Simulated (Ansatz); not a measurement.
**AlNi3 (Fm-3m), zone-centre modes**

Level of theory: DFT r2SCAN, scalar-relativistic, plane waves, PAW (Ansatz 0.2.0). Cutoff 500 eV, Γ-centred 14×14×14 k-points, Gaussian smearing of 0.15 eV. No spin polarisation. A magnetic state may lie lower.

Reference structure (relaxed at this level; it needn't be the usual structure):

```
CELL_PARAMETERS angstrom
0.00000 2.80189 2.80189
2.80189 0.00000 2.80189
2.80189 2.80189 0.00000
ATOMIC_POSITIONS crystal
Al 0.50000 0.50000 0.50000
Ni 0.25000 0.25000 0.25000
Ni 0.00000 0.00000 0.00000
Ni 0.75000 0.75000 0.75000
```

Harmonic modes by finite displacements of 0.02 Å, without the LO–TO term.

Q: At this geometry, is the structure stable against these modes?

A: Yes: no mode is imaginary beyond 10 cm⁻¹, and only the three translations lie near zero.

Q: List the wavenumbers in cm⁻¹.

A: 0, 0, 0, 193, 193, 193, 246, 246, 246, 336, 336, 336.

Cost: 1 run of about 6.9 core-minutes, on Arm Neoverse V1 (shared hosts).